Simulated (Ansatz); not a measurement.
A relaxation computed with Ansatz, from input to last step.

```yaml
crystal:
  lattice:
    - [3.9744325024, 0.0, 0.0]
    - [0.0, 3.9744325024, 0.0]
    - [0.0, 0.0, 6.0082922489]
  atoms:
    - { symbol: Mn, position: [0.0, 0.0, 0.0], spin: 1.92 }
    - { symbol: Mn, position: [0.5, 0.5, 0.0], spin: 1.92 }
    - { symbol: Al, position: [0.5, 0.0, 0.7067500391] }
    - { symbol: Al, position: [0.0, 0.5, 0.2932499609] }
    - { symbol: Ge, position: [0.5, 0.0, 0.2732085375] }
    - { symbol: Ge, position: [0.0, 0.5, 0.7267914625] }
basis:
  ecutwfc: 420
kpoints:
  mp_grid: { grid: [10, 10, 6] }
hamiltonian:
  xc: pbesol
scf:
  occupations: { method: gaussian, width: 0.1 }
output:
  forces: true
  stress: true
  eigenvalues: true
  populations: true
  write_density: true
  write_potential: true
  elf: true
  volumetric_format: npy
magnetization:
  spin_polarized: true
relax:
  adjacent_minimum: "off"
  f_tol: 0.01
  max_steps: 30
  cell: { stress_tol: 0.1, fix: [volume] }
```

```bash
ansatz run input.yaml --threads 1 --pin off --max-ram 2560MiB --backend cpu --events-out ev --progress --plain --runs-dir out
```

These are results of DFT PBEsol, scalar-relativistic, plane waves, PAW in Ansatz 0.2.0, not measurements.

The volume is held at 1.1 times that of the relaxed cell.

Of 3 frames 3 are shown, positions in Å and forces in eV/Å; the SCF threshold varies from step to step. Steps run on the plane waves of an earlier cell, with a Pulay correction in the pressure. The basis is chosen afresh for the last frame, the zero of the energies, and at times for earlier ones too; energy and pressure step there, also at an unchanged geometry.

```xyz
6
Lattice="3.9744 0.0000 0.0000 0.0000 3.9744 0.0000 0.0000 0.0000 6.0083" Properties=species:S:1:pos:R:3:forces:R:3 pbc="T T T" step=1 free_energy_over_end_meV_per_atom=0.01 pressure_GPa=-9.85
Mn    0.0000    0.0000    0.0000    0.0000    0.0000    0.0000
Mn    1.9872    1.9872    0.0000    0.0000    0.0000    0.0000
Al    1.9872    0.0000    4.2464    0.0000    0.0000   -0.0110
Al    0.0000    1.9872    1.7619    0.0000    0.0000    0.0110
Ge    1.9872    0.0000    1.6415    0.0000    0.0000    0.0165
Ge    0.0000    1.9872    4.3668    0.0000    0.0000   -0.0165
6
Lattice="3.9741 0.0000 0.0000 0.0000 3.9741 0.0000 0.0000 0.0000 6.0092" Properties=species:S:1:pos:R:3:forces:R:3 pbc="T T T" step=2 free_energy_over_end_meV_per_atom=0.00 pressure_GPa=-9.85
Mn    0.0000    0.0000    0.0000    0.0000    0.0000    0.0000
Mn    1.9871    1.9871    0.0000    0.0000    0.0000    0.0000
Al    1.9871    0.0000    4.2462    0.0000    0.0000   -0.0025
Al    0.0000    1.9871    1.7630    0.0000    0.0000    0.0025
Ge    1.9871    0.0000    1.6430    0.0000    0.0000    0.0040
Ge    0.0000    1.9871    4.3662    0.0000    0.0000   -0.0040
6
Lattice="3.9741 0.0000 0.0000 0.0000 3.9741 0.0000 0.0000 0.0000 6.0092" Properties=species:S:1:pos:R:3:forces:R:3 pbc="T T T" step=3 free_energy_over_end_meV_per_atom=0.00 pressure_GPa=-9.85
Mn    0.0000    0.0000    0.0000    0.0000    0.0000    0.0000
Mn    1.9871    1.9871    0.0000    0.0000    0.0000    0.0000
Al    1.9871    0.0000    4.2462    0.0000    0.0000   -0.0025
Al    0.0000    1.9871    1.7630    0.0000    0.0000    0.0025
Ge    1.9871    0.0000    1.6430    0.0000    0.0000    0.0041
Ge    0.0000    1.9871    4.3662    0.0000    0.0000   -0.0041
```

The run took 5.4 min on 1 thread of Arm Neoverse N1, on a shared host, peak memory 0.73 GiB.

Only parallel moments were tried here.